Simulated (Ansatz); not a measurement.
## Si: a jump of K

All numbers below come from DFT PBE, scalar-relativistic, plane waves, PAW in Ansatz 0.2.0. Run with 420 eV cutoff, 2×2×2 k-mesh, shifted by half a step, Gaussian smearing of 0.02 eV, no spin polarisation.

In a supercell of 32 host sites with charge +1, interstitial K hops to an equivalent place, moving 2.37 Å between the relaxed ends. Climbing-image nudged elastic band at fixed cell with images 0 (start) to 2 (end), the path measured over all atoms, converged to 0.05 eV/Å; the order of the saddle wasn't checked, and the small cell leaves errors of about a tenth of an eV.

Start:

```xyz
33
Lattice="5.4701 -5.4701 5.4701 -5.4701 -5.4701 -5.4701 5.4701 5.4701 -5.4701" Properties=species:S:1:pos:R:3 pbc="T T T"
Si    6.8010    1.3633   -1.3633
Si    6.8009   -1.3632    1.3632
Si    3.9755   -3.9756   -3.9757
Si    1.4946    1.4947   -1.4947
Si   -1.3633   -1.3634   -6.8007
Si    1.3633    1.3633   -6.8009
Si    1.4946   -1.4946    1.4946
Si   -1.3306   -4.1069   -4.1069
Si    1.3631   -1.3631   -4.1393
Si    4.1068    1.3305   -4.1068
Si   -1.3634   -6.8007   -1.3634
Si    1.3632   -4.1392   -1.3632
Si    4.1393   -1.3632   -1.3632
Si    1.3632   -6.8008    1.3632
Si    4.1068   -4.1067    1.3305
Si   -1.4946   -1.4944   -1.4945
Si    5.4702   -0.0001   -2.7349
Si    5.4702   -2.7350   -0.0001
Si    8.1062    0.0000    0.0000
Si   -0.0002    0.0003   -2.8341
Si    2.8242    2.8241   -2.8242
Si   -0.0001   -0.0001   -8.1060
Si   -0.0002   -2.8341    0.0002
Si    2.8341    0.0001    0.0000
Si    0.0001   -2.7350   -5.4700
Si    2.7349    0.0000   -5.4701
Si    2.8242   -2.8241    2.8240
Si    0.0001   -5.4700   -2.7350
Si    2.6461   -2.6460   -2.6461
Si   -0.0001   -8.1060   -0.0002
Si    2.7349   -5.4701    0.0000
Si   -2.8240   -2.8241   -2.8242
K     0.0002    0.0000    0.0001
```

Atom 33 jumps to (1.368, 1.368, 1.368) Å.

**Question.** Give the energy along the band and the structure at its top.

**Answer.**
| image | path (Å) | E − E(0) (eV) | K x (Å) | K y (Å) | K z (Å) | force on K (eV/Å) |
| --- | --- | --- | --- | --- | --- | --- |
| 0 | 0.00 | 0.000 | 0.000 | 0.000 | 0.000 | 0.00 |
| 1 | 1.33 | 1.584 | 0.684 | 0.684 | 0.684 | 0.00 |
| 2 | 2.66 | 0.000 | 1.368 | 1.368 | 1.368 | 0.00 |

Barrier 1.58 eV. Image 1:
```xyz
33
Lattice="5.4701 -5.4701 5.4701 -5.4701 -5.4701 -5.4701 5.4701 5.4701 -5.4701" Properties=species:S:1:pos:R:3 pbc="T T T"
Si    6.8252    1.3363   -1.3379
Si    6.8252   -1.3379    1.3362
Si    3.8587   -3.9847   -3.9847
Si    1.4854    1.4854   -1.6114
Si   -1.4576   -1.4576   -6.6997
Si    1.3536    1.3536   -6.8249
Si    1.4854   -1.6113    1.4854
Si   -1.3548   -4.1165   -4.1165
Si    1.3362   -1.3379   -4.1150
Si    4.1322    1.3551   -4.1339
Si   -1.4576   -6.6996   -1.4576
Si    1.3362   -4.1149   -1.3379
Si    4.2405   -1.4576   -1.4576
Si    1.3536   -6.8249    1.3536
Si    4.1322   -4.1339    1.3551
Si   -1.3563   -1.3563   -1.3563
Si    5.5014    0.0124   -2.7647
Si    5.5014   -2.7647    0.0124
Si    8.1924    0.0139    0.0139
Si    0.0139    0.0139   -2.7478
Si    2.8251    2.8251   -2.8730
Si   -0.1179   -0.1179   -7.9613
Si    0.0139   -2.7477    0.0139
Si    2.9789   -0.1179   -0.1179
Si    0.0124   -2.7647   -5.4388
Si    2.7054    0.0313   -5.4577
Si    2.8251   -2.8730    2.8251
Si    0.0124   -5.4388   -2.7647
Si    2.5971   -2.6450   -2.6450
Si   -0.1179   -7.9613   -0.1179
Si    2.7054   -5.4577    0.0313
Si   -2.7464   -2.7463   -2.7464
K     0.6838    0.6838    0.6838
```

Cost: 1 run of about 4.6 core-minutes, on AMD EPYC 7R43 (Zen 3) (shared hosts).